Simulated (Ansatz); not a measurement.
The relaxed structure here is a generated cell of GaN: the first start was made by placing the elements on the sites of a structure type, and the end was not matched to a known phase here, so it may be hypothetical. Known forms of GaN include space group No. 186, 216.

The end point of a relaxation of GaN. Space group P-6m2 (No. 187). Level of theory: r2SCAN (plane waves to 500 eV, PAW, scalar-relativistic; Ansatz, a first-principles code).

```cif
data_Ga2N2
_chemical_formula_sum 'N2 Ga2'
_space_group_name_H-M_alt 'P 1'
_space_group_IT_number 1
_cell_length_a 3.14472
_cell_length_b 3.14472
_cell_length_c 5.56823
_cell_angle_alpha 90.000
_cell_angle_beta 90.000
_cell_angle_gamma 120.000
loop_
_space_group_symop_operation_xyz
  'x, y, z'
loop_
_atom_site_label
_atom_site_type_symbol
_atom_site_fract_x
_atom_site_fract_y
_atom_site_fract_z
_atom_site_occupancy
N1 N 0.33333 0.66667 0.13776 1
Ga1 Ga 0.66667 0.33333 0.71945 1
N2 N 0.33333 0.66667 0.86224 1
Ga2 Ga 0.66667 0.33333 0.28055 1
```

Question: What band gap does r2SCAN give?

Answer: 1.54 eV, indirect (valence top at H, conduction bottom at 29 % of the way from L to M) (no spin-orbit coupling).

Question: Give the smallest direct gap at the level r2SCAN.

Answer: 1.89 eV at Γ.

No spin polarisation in the result.

The run could not lose the symmetry of its start: the end is stationary, and may be a saddle point rather than a minimum.

It was reached from a disturbed copy of a P6₃mc (No. 186) cell (wurtzite type), against which it lies +630 meV/atom.
